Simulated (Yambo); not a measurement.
TlGeCl₃ (space group Cm, No. 8), G0W0@LDA in Yambo (2×2×2 mesh, plasmon pole; 8 Ry block, no terminator). The number N of bands in W and G is varied.

```csv
N,x = 1/N,"gap (-0.5, -0.5, -0.5) → (-0.5, -0.5, -0.5) (eV)",shift of the valence edge (eV)
99,0.01010,2.509,-0.328
149,0.00671,2.520,-0.539
212,0.00472,2.537,-0.682
275,0.00364,?,?
```

Question: Basis-set arguments suggest E = E∞ + A x. Fix A and E∞ from the two rows above the withheld one, predict the row at 275 bands, and test the form.

Answer: Gap: A = (2.537 − (2.520))/(0.00472 − 0.00671) = -8.54, E∞ = 2.577 eV, so 2.546 eV is predicted; the run gave 2.552 eV (miss 6 meV). The first two rows have slope -3.24, so the form doesn't hold yet over the whole range. Shift: A = (-0.682 − (-0.539))/(0.00472 − 0.00671) = 71.9, E∞ = -1.021 eV, so -0.760 eV is predicted; the run gave -0.766 eV (miss 6 meV). The first two rows have slope 62.2, within 15 % of that. The other settings are held fixed.

The standard potentials for Ge, Tl keep a d shell in the valence without the s and p states of that shell. In tests on such compounds this moved G0W0 gaps by up to about 0.9 eV, so absolute quasiparticle energies here are unreliable; differences between settings are what counts.

Spin-orbit coupling is not included.

Geometry of the Materials Project entry, not relaxed at this level; primitive cell a = b = 5.3281 Å, c = 5.3219 Å, α = β = 90.77°, γ = 89.16°.

The structure is a Materials Project entry; no match was found in the copy of COD used, and its stability was not checked.

A shift is the quasiparticle energy of the state minus its LDA energy.
